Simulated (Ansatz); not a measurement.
BaSn in space group Cmcm (No. 63; Sn on 4c, Ba on 4c), PBE in the plane-wave PAW code Ansatz, all energies at zero smearing, with the estimated change up to a 700 eV cutoff added, with one set of potentials and settings (totals compare only within such a set). Cell of 4 atoms (2 Sn, 2 Ba): -23950.381 eV.

| element | reference phase | E (eV/atom) |
|---|---|---|
| Sn | Fd-3m, 2 atoms in the cell | -6024.2128 |
| Ba | Im-3m, 1 atoms in the cell | -5949.5401 |

Formation energy per atom, worked out: (-23950.381 − 2×(-6024.2128) − 2×(-5949.5401))/4 = -0.719 eV/atom (-69 kJ per mol of atoms), at 0 K, without zero-point energy or fitted corrections.

The workflow started from an entry of the Crystallography Open Database (COD). Its standing as an ambient phase is unchecked. The PBE relaxation kept the symmetry of its start; whether a distortion lowers the energy is not shown. The references are the lowest solids computed at this level, not always the standard phases. Scalar-relativistic: spin–orbit coupling is off unless named, which matters more the heavier the elements.

Potentials: the later of the program's two PAW sets.
